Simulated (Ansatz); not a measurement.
Values for one crystal, relaxed and computed with the program Ansatz at the r²SCAN level (PAW); other levels are named.

```yaml
volume_per_atom: 21.64 Å³
electronic_character: metallic (no gap)
Formation energy from the elements (no fitted shifts): -0.58 eV/atom
Density of states at the Fermi level: 0.34 states/eV per atom (mean over ±0.08 eV)
```

Question: Pick the material that matches.
A. YGe2, I4_1/amd (Y on 4b, Ge on 8e)
B. BaCd2Ge2, I4/mmm (Ge on 4e, Cd on 4d, Ba on 2a)
C. GePd, CsCl type
D. LaGe2Ru2, I4/mmm (La on 2a, Ge on 4e, Ru on 4d)

Answer: A, YGe2, I4_1/amd (Y on 4b, Ge on 8e)

The first step of the workflow began from a Materials Project structure, measured or hypothetical; the Crystallography Open Database copy checked does not list it. Whether it is the stable phase at ambient conditions was not checked. Symmetry was held in the r²SCAN relaxation; its stability against distortions is not shown here. No spin polarisation was allowed. The references are the lowest solids computed at this level, not always the standard phases. Spin–orbit coupling is left out wherever it is not named.

Potentials: the later of the program's two PAW sets.
